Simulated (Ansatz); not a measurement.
# Cu3O2: changing the Hubbard U on Cu d

Space group I4/mmm (No. 139). a = 4.046 Å, b = 4.046 Å, c = 7.347 Å, α = 90.00°, β = 90.00°, γ = 90.00°
| atom | site | symmetry | x | y | z |
| --- | --- | --- | --- | --- | --- |
| Cu | 2a | 4/mmm | 0.0000 | 0.0000 | 0.0000 |
| Cu | 4d | -4m2 | 0.0000 | 0.5000 | 0.2500 |
| O | 4c | mmm. | 0.0000 | 0.5000 | 0.0000 |

The cell comes from a database or a generator and needn't be the stable form of this composition.

Kept alike: task projected density of states; functional PBE; k mesh 9 × 9 × 9; occupations fermi-dirac, width 0.05 eV; no spin polarisation. Program: Ansatz, Ansatz PAW, cutoff 420 eV. The mesh is that of the run's cell of 5 atoms. No spin-orbit coupling.

```csv
"Hubbard U on Cu d, U (eV)",pressure (GPa)
0,0.72
1,1.21
2,1.76
3,2.36
4,3.03
5,?
6,4.54
8,6.34
```

Pressure is positive in compression, with a Pulay correction for the finite cutoff. U acts here on a shell without spin polarisation. For a metal such a mesh leaves the last digits unconverged. How U acts hangs on the program's projectors. U is the effective U - J on orthogonalised atomic projectors. Double counting: fully localised limit (the default).

Task: Fit the rows shown and predict the run at 5 eV.

Result: A least-squares parabola through the rows shown is pressure = 0.03139 U² + 0.4497 U + 0.727 (largest miss 0.015); at U = 5 it gives 3.76 GPa. The run gave: pressure 3.75 GPa.
